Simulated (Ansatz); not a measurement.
## What a trial cell of HfC4 relaxes into

Theory: DFT PBE, scalar-relativistic, plane waves, PAW (Ansatz 0.2.0). Cutoff 420 eV, Gaussian smearing, Γ-centred meshes. Cell and atoms relax first on a coarse mesh, the cell is then made exact in the group found at 0.06 to 0.08 Å, and last on a converged mesh; the steps can't lower the symmetry of their start. No spin polarisation.

The guess for HfC4 was proposed by analogy with related compounds (P-3m1, No. 164). Its size is a guess.

```
CELL_PARAMETERS angstrom
4.35000 0.00000 0.00000
-2.17500 3.76721 0.00000
0.00000 0.00000 11.60000
ATOMIC_POSITIONS crystal
Hf 0.00000 0.00000 0.00000
Hf 0.33333 0.66667 0.40500
Hf 0.66667 0.33333 0.59500
C 0.66667 0.66667 0.79800
C 0.00000 0.66667 0.79800
C 0.00000 0.33333 0.79800
C 0.33333 0.33333 0.79800
C 0.33333 0.00000 0.79800
C 0.66667 0.00000 0.79800
C 0.66667 0.66667 0.20200
C 0.00000 0.66667 0.20200
C 0.33333 0.33333 0.20200
C 0.00000 0.33333 0.20200
C 0.33333 0.00000 0.20200
C 0.66667 0.00000 0.20200
```

Energies over the elements count from the elements' standard structures at the same level, with no fitted energy shifts.

Question: Which structure results?

Answer: The symmetry stays P-3m1 (No. 164). The volume per atom shrinks by 13.0 %, from 12.7 to 11.0 Å³. The shortest distance goes from 1.45 Å (C–C) to 1.44 Å (C–C). The ratio c/a of the conventional cell changes by a factor of 0.89. Conventional cell: a = 4.321 Å, c = 10.232 Å. Hf on a site of symmetry -3m is surrounded by 12 C at 2.49 Å; Hf on a site of symmetry 3m is surrounded by 6 C at 2.49 Å; C has 3 C at 1.44–1.45 Å, 6 C at 2.49–2.50 Å and 2 Hf at 2.49 Å.

```cif
data_structure
_symmetry_space_group_name_H-M 'P-3m1'
_symmetry_Int_Tables_number 164
_cell_length_a 4.3213
_cell_length_b 4.3213
_cell_length_c 10.2324
_cell_angle_alpha 90.000
_cell_angle_beta 90.000
_cell_angle_gamma 120.000
_cell_volume 165.48
loop_
_atom_site_label
_atom_site_type_symbol
_atom_site_symmetry_multiplicity
_atom_site_Wyckoff_symbol
_atom_site_fract_x
_atom_site_fract_y
_atom_site_fract_z
_atom_site_occupancy
Hf1 Hf 1 a 0.00000 0.00000 0.00000 1
Hf2 Hf 2 d 0.33333 0.66667 0.39759 1
C1 C 12 j 0.66631 0.66707 0.80124 1
```

Question: Give its energy and gap.

Answer: The formation energy is +0.34 eV/atom and the gap on the 12×12×4 mesh of the 15-atom cell is 0 eV (a metal).

The separate elements lie lower, so it is unstable against them.

The last run used Gaussian smearing of 0.10 eV. These runs have no spin–orbit coupling, which can matter for Hf. The reference form of C is held partly by dispersion forces, which this level lacks. A later test with randomly moved atoms came back to the same energy, though modes that don't fit the test's cell weren't probed. Another cell of the same search, in P2_1/m, lies 161 meV/atom lower, so this cell isn't the stable form at this level.
